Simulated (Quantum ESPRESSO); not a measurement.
Empty bands for a GW run on CdSe (zinc blende, space group F-43m, No. 216): 114 bands on a 4×4×4 mesh, PBEsol, PseudoDojo standard norm-conserving files, scalar-relativistic, Quantum ESPRESSO. The input, in which only the diagonalization keyword changes:

```
&CONTROL
  calculation = 'nscf'
  pseudo_dir = './pseudo'
  outdir = './out'
/
&SYSTEM
  ibrav = 0
  nat = 2
  ntyp = 2
  ecutwfc = 102.0
  ecutrho = 408.0
  occupations = 'fixed'
  force_symmorphic = .true.
  nbnd = 114
/
&ELECTRONS
  conv_thr = 2e-09
  diago_full_acc = .true.
  diago_thr_init = 1e-08
  diagonalization = 'david'
/
ATOMIC_SPECIES
Se 78.9710 Se.upf
Cd 112.4140 Cd.upf
CELL_PARAMETERS angstrom
  0.000000000000   3.041451795000   3.041451795000
  3.041451795000   0.000000000000   3.041451795000
  3.041451795000   3.041451795000   0.000000000000
ATOMIC_POSITIONS crystal
Se   0.250000000000   0.250000000000   0.250000000000
Cd   0.000000000000   0.000000000000   0.000000000000
K_POINTS automatic
4 4 4 0 0 0
```

```
diagonalization  mean iterations per k point              rough time  largest change of an eigenvalue (eV)
---------------  ---------------------------  ----------------------  ------------------------------------
david                                     32                       1                                     –
cg                                        55                about 3×                                 2e-05
paro                                      21  within a factor of two                                 2e-07
```

An iteration means different work in each solver, so the counts don't rank them. Times are rough ratios from shared machines.

Spin-orbit coupling is not included.

Geometry relaxed with PBEsol.
